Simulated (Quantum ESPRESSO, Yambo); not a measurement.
# CsSrF$_{3}$: DFT and GW levels

```
CsSrF3
1.0
    4.76325     0.00000     0.00000
    0.00000     4.76325     0.00000
    0.00000     0.00000     4.76325
F Sr Cs
3 1 1
Direct
  0.00000   0.50000   0.50000
  0.50000   0.00000   0.50000
  0.50000   0.50000   0.00000
  0.50000   0.50000   0.50000
  0.00000   0.00000   0.00000
```

The geometry is that of Materials Project entry mp-8397, symmetrised and not relaxed again.

Starting point: PBEsol (pw.x of Quantum ESPRESSO, ONCV potentials, with spin-orbit coupling). G0W0 in Yambo: 2×2×2 Γ-centred k mesh, 314 bands and a 7 Ry block in the screening, 314 bands in G with the Bruneval-Gonze terminator, plasmon pole fitted at 27.2 eV.

```json
{
  "PBEsol gap along the band path": "6.23 eV",
  "PBEsol gap between the mesh's edge points (Γ → Γ)": "6.23 eV",
  "G0W0 gap between the same points": "9.52 eV"
}
```

```
k point  band  E PBEsol (eV)  E QP (eV)  shift (eV)     Z
-------  ----  -------------  ---------  ----------  ----
Γ        VB−2           0.00      -2.24       -2.24  0.81
Γ        VB−1           0.00      -2.27       -2.27  0.81
Γ          VB           0.00      -2.26       -2.26  0.81
Γ          CB           6.23       7.27        1.04  0.89
Γ        CB+1           6.23       7.27        1.04  0.89
X          VB          -0.01      -2.26       -2.25  0.81
X          CB           7.85       9.04        1.19  0.88
M          VB          -0.06      -2.33       -2.28  0.80
M          CB           8.13       9.47        1.34  0.88
R          VB          -0.04      -2.30       -2.27  0.80
R          CB           8.44       9.69        1.26  0.88
```

Energies count from the PBEsol valence-band maximum.

Nearest settings tried, and what they do to the gap: 1 Ry block (27 vectors against 257): +1094 meV. Not varied: bands in G, bands in W, mesh. So the settings aren't converged at that level. The k mesh is coarse.

The cell is held in this high symmetry; tilts and polar distortions were not searched.

The structure is a Materials Project entry; no match was found in the copy of COD used, and its stability was not checked.
